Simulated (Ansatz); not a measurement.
Consider a crystal of Ti₂TeC in space group P-6m2 (No. 187), with Ti on 2h; Te on 1b; C on 1e. A trial structure of Ti₂TeC was built thus: close-packed anion layers stacked AB, with sites between them filled layer by layer (elements of the layers in order: C Te).

These are results of DFT PBE, scalar-relativistic, plane waves, PAW in Ansatz 0.2.0, not measurements. Cutoff 420 eV, Γ-centred mesh, Gaussian smearing, no spin polarisation.

Formation energies are uncorrected and refer to the elements' standard structures at the same level.

Task: Which cell and coordinates does it relax to?

Result:

Space group P-6m2 (No. 187). a = 3.333 Å, b = 3.333 Å, c = 6.569 Å, α = 90.00°, β = 90.00°, γ = 120.00°
```
atom  site  symmetry       x       y       z
  Ti    2h       3m.  0.3333  0.6667  0.1866
  Te    1b      -6m2  0.0000  0.0000  0.5000
   C    1e      -6m2  0.6667  0.3333  0.0000
```

Ti has 3 C at 2.28 Å, 1 Ti at 2.45 Å and 3 Te at 2.82 Å; Te is surrounded by 6 Ti at 2.82 Å; C is surrounded by 6 Ti at 2.28 Å. Another local minimum with the same sites may exist.

Task: And its energy and gap?

Result: The energy over the elements is −0.33 eV/atom and the gap on the 18×18×8 mesh of the 4-atom cell is 0 eV (a metal). It lies below the elements, which doesn't yet make it stable against other compounds or structures.

The last run used Gaussian smearing of 0.10 eV. These runs have no spin–orbit coupling, which can matter for Te. The reference forms of C and Te are held partly by dispersion forces, which this level lacks. Symmetry constrained the relaxation, so the result can be a saddle point.
